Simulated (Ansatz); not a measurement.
Geometry optimisation in Ansatz: input, command and trajectory.

```yaml
crystal:
  lattice:
    - [2.7203742044, 0.0, 0.0]
    - [-1.3601871022, 2.3559131688, 0.0]
    - [0.0, 0.0, 9.4842471237]
  atoms:
    - { symbol: Re, position: [0.3333333333, 0.6666666667, 0.6079347078] }
    - { symbol: Re, position: [0.6666666667, 0.3333333333, 0.1079347078] }
    - { symbol: Re, position: [0.6666666667, 0.3333333333, 0.3920652922] }
    - { symbol: Re, position: [0.3333333333, 0.6666666667, 0.8920652922] }
    - { symbol: C, position: [0.3333333333, 0.6666666667, 0.25] }
    - { symbol: C, position: [0.6666666667, 0.3333333333, 0.75] }
basis:
  ecutwfc: 500
kpoints:
  mp_grid: { grid: [12, 12, 4] }
hamiltonian:
  xc: r2scan
scf:
  occupations: { method: gaussian, width: 0.1 }
output:
  forces: true
  stress: true
  eigenvalues: true
relax:
  adjacent_minimum: "off"
  f_tol: 0.01
  max_steps: 30
  cell: { stress_tol: 0.1, fix: [volume] }
```

```bash
ansatz run input.yaml --threads 2 --pin off --max-ram 5120MiB --backend cpu --events-out ev --progress --plain --runs-dir out
```

All numbers below come from DFT r2SCAN, scalar-relativistic, plane waves, PAW (Ansatz).

The volume is held at 0.88 times that of the relaxed cell.

Of 4 frames 3 are shown, positions in Å and forces in eV/Å; the SCF threshold varies from step to step. Steps run on the plane waves of an earlier cell, with a Pulay correction in the pressure. The basis is chosen afresh for the last frame, the zero of the energies, and at times for earlier ones too; energy and pressure can step there, also at an unchanged geometry. Where two frames share a geometry here, they differ by under 2 meV/atom and 0.3 GPa. The mark taken_back stands on steps that the optimiser undid.

```xyz
6
Lattice="2.7204 0.0000 0.0000 -1.3602 2.3559 0.0000 0.0000 0.0000 9.4842" Properties=species:S:1:pos:R:3:forces:R:3 pbc="T T T" step=1 free_energy_over_end_meV_per_atom=0.19 pressure_GPa=71.65
Re    0.0000    1.5706    5.7658    0.0000    0.0000   -0.0917
Re    1.3602    0.7853    1.0237    0.0000    0.0000   -0.0917
Re    1.3602    0.7853    3.7184    0.0000    0.0000    0.0917
Re    0.0000    1.5706    8.4606    0.0000    0.0000    0.0917
C     0.0000    1.5706    2.3711    0.0000    0.0000    0.0000
C     1.3602    0.7853    7.1132    0.0000    0.0000    0.0000
6
Lattice="2.7138 0.0000 0.0000 -1.3569 2.3502 0.0000 0.0000 0.0000 9.5303" Properties=species:S:1:pos:R:3:forces:R:3 pbc="T T T" step=2 free_energy_over_end_meV_per_atom=0.44 pressure_GPa=71.23 taken_back
Re    0.0000    1.5668    5.7927    0.0000    0.0000    0.0183
Re    1.3569    0.7834    1.0275    0.0000    0.0000    0.0183
Re    1.3569    0.7834    3.7377    0.0000    0.0000   -0.0183
Re    0.0000    1.5668    8.5028    0.0000    0.0000   -0.0183
C     0.0000    1.5668    2.3826    0.0000    0.0000    0.0000
C     1.3569    0.7834    7.1477    0.0000    0.0000    0.0000
6
Lattice="2.7179 0.0000 0.0000 -1.3589 2.3537 0.0000 0.0000 0.0000 9.5018" Properties=species:S:1:pos:R:3:forces:R:3 pbc="T T T" step=4 free_energy_over_end_meV_per_atom=0.00 pressure_GPa=71.47
Re    0.0000    1.5692    5.7756    0.0000    0.0000   -0.0100
Re    1.3589    0.7846    1.0247    0.0000    0.0000   -0.0100
Re    1.3589    0.7846    3.7262    0.0000    0.0000    0.0100
Re    0.0000    1.5692    8.4772    0.0000    0.0000    0.0100
C     0.0000    1.5692    2.3755    0.0000    0.0000    0.0000
C     1.3589    0.7846    7.1264    0.0000    0.0000    0.0000
```

Time: 51 s on 2 threads of Intel(R) Xeon(R) Processor @ 2.50GHz (Skylake/Cascade Lake) (shared host), peak memory 0.59 GiB.

Spin–orbit coupling is left out, which can shift energies with elements as heavy as these.